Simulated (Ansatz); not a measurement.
BaHfO₃:
```yaml
crystal:
  lattice:
    - [4.17740, 0.00000, 0.00000]
    - [0.00000, 4.17740, 0.00000]
    - [0.00000, 0.00000, 4.17740]
  atoms:
    - { symbol: Ba, position: [0.00000, 0.00000, 0.00000] }
    - { symbol: Hf, position: [0.50000, 0.50000, 0.50000] }
    - { symbol: O, position: [0.00000, 0.50000, 0.50000] }
    - { symbol: O, position: [0.50000, 0.50000, 0.00000] }
    - { symbol: O, position: [0.50000, 0.00000, 0.50000] }
```

Relaxed with r²SCAN. Special points in fractions of this cell's reciprocal vectors: Γ (0.000, 0.000, 0.000); X (0.000, 0.500, 0.000); M (0.500, 0.500, 0.000); R (0.500, 0.500, 0.500).

Q: List the band energies nearest the valence-band maximum at these points for plane-wave PAW r²SCAN with spin–orbit coupling (Ansatz code).

A: In eV from the valence-band maximum; about four levels below and three above (degenerate sets whole), none deeper than 8.9 eV; points with the same levels are listed once.

| k | below | above |
|---|---|---|
| Γ | -0.05 -0.05 -0.05 -0.05 | 4.11 4.11 4.11 4.11 |
| X | -0.55 -0.55 -0.34 -0.34 | 4.65 4.65 6.79 6.79 |
| M | -0.82 -0.82 -0.05 -0.05 | 6.73 6.73 6.91 6.91 |
| R | 0.00 0.00 0.00 0.00 | 6.74 6.74 6.77 6.77 6.77 6.77 |

Space group Pm-3m (cubic perovskite). The cell was relaxed with r²SCAN under the symmetry of its start. No spin polarisation was allowed.

Potentials: the earlier of the program's two PAW sets.
